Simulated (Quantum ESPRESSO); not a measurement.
**Band energies of NaRhS₂O₈**

```
NaRhS2O8
1.0
    3.98632    -2.61700     0.00000
    3.98632     2.61700     0.00000
   -0.35711     0.00000     7.20909
O Na S Rh
8 1 2 1
Direct
  0.28349   0.28349   0.38927
  0.71651   0.71651   0.61073
  0.24487   0.71357   0.21098
  0.75513   0.28643   0.78902
  0.28643   0.75513   0.78902
  0.71357   0.24487   0.21098
  0.25626   0.25626   0.04219
  0.74374   0.74374   0.95781
  0.00000   0.00000   0.50000
  0.36627   0.36627   0.21535
  0.63373   0.63373   0.78465
  0.00000   0.00000   0.00000
```

PBEsol (Quantum ESPRESSO, PseudoDojo norm-conserving, 88 Ry, without SOC); path ΓYFLI,I1ZF1,YX1,XΓN,MΓ; energies in eV from the valence-band maximum.

```
k (1/Å)  point  band 39  band 40  band 41  band 42  band 43  band 44  band 45  band 46
-------  -----  -------  -------  -------  -------  -------  -------  -------  -------
0.00         Γ    -1.44    -1.32    -1.01    -0.46    -0.45     1.26     1.98     4.65
0.19              -1.43    -1.35    -1.00    -0.48    -0.37     1.27     1.99     4.89
0.57              -1.56    -1.38    -1.02    -0.66    -0.15     1.38     2.00     6.17
0.96              -1.59    -1.32    -1.17    -0.76    -0.09     1.63     2.03     6.61
1.15         Y    -1.63    -1.31    -1.21    -0.76    -0.07     1.68     2.04     6.67
1.34              -1.63    -1.32    -1.17    -0.75    -0.07     1.63     2.04     6.48
1.72         F    -1.58    -1.36    -1.01    -0.64    -0.16     1.36     2.00     5.97
2.10              -1.62    -1.31    -1.11    -0.71    -0.09     1.53     2.03     6.13
2.28              -1.60    -1.32    -1.15    -0.75    -0.09     1.61     2.03     6.51
2.66         L    -1.46    -1.43    -1.21    -0.80    -0.09     1.67     2.02     6.76
2.66         I    -1.93    -1.59    -0.93    -0.20    -0.18     1.49     1.77     7.20
3.90        I1    -1.93    -1.59    -0.93    -0.20    -0.18     1.49     1.77     7.20
4.33              -2.00    -1.50    -0.64    -0.48    -0.08     1.33     1.58     6.49
4.75         Z    -1.39    -1.36    -0.98    -0.43    -0.39     1.26     1.99     5.61
5.09              -1.56    -1.36    -0.99    -0.62    -0.18     1.34     2.00     6.09
5.27              -1.50    -1.43    -1.09    -0.73    -0.10     1.50     2.01     6.48
5.61              -1.48    -1.41    -1.20    -0.79    -0.09     1.66     2.02     6.72
5.96        F1    -1.58    -1.36    -1.01    -0.64    -0.16     1.36     2.00     5.97
5.96         Y    -1.63    -1.31    -1.21    -0.76    -0.07     1.68     2.04     6.67
6.01        X1    -1.67    -1.32    -1.19    -0.74    -0.07     1.69     2.02     6.68
6.01         X    -1.67    -1.32    -1.19    -0.74    -0.07     1.69     2.02     6.68
6.20              -1.81    -1.41    -1.05    -0.41    -0.14     1.72     1.74     6.92
6.58              -2.06    -1.60    -0.73    -0.40    -0.03     1.19     1.71     6.35
6.77              -1.89    -1.52    -0.68    -0.50    -0.12     1.40     1.54     5.56
7.16         Γ    -1.44    -1.32    -1.01    -0.46    -0.45     1.26     1.98     4.65
7.49              -1.78    -1.43    -0.77    -0.44    -0.28     1.41     1.69     5.36
7.82              -1.81    -1.55    -0.75    -0.42    -0.04     1.21     1.74     6.67
7.99         N    -1.79    -1.55    -0.76    -0.42     0.00     1.14     1.81     7.02
7.99         M    -1.75    -1.56    -0.78    -0.42    -0.03     1.13     1.80     6.47
8.34              -1.79    -1.52    -0.75    -0.43    -0.21     1.46     1.59     5.44
8.70         Γ    -1.44    -1.32    -1.01    -0.46    -0.45     1.26     1.98     4.65
```

The PBEsol gap is 1.13 eV and nearly direct: the edges lie at N and M, the smallest direct gap within 0.02 eV of it. Another valence extremum on the path lies within 0.02 eV, too close to call.

Spin-orbit splittings are left out.

Geometry of the Materials Project entry, not relaxed at this level.

The structure is a Materials Project entry; no match was found in the copy of COD used, and its stability was not checked.
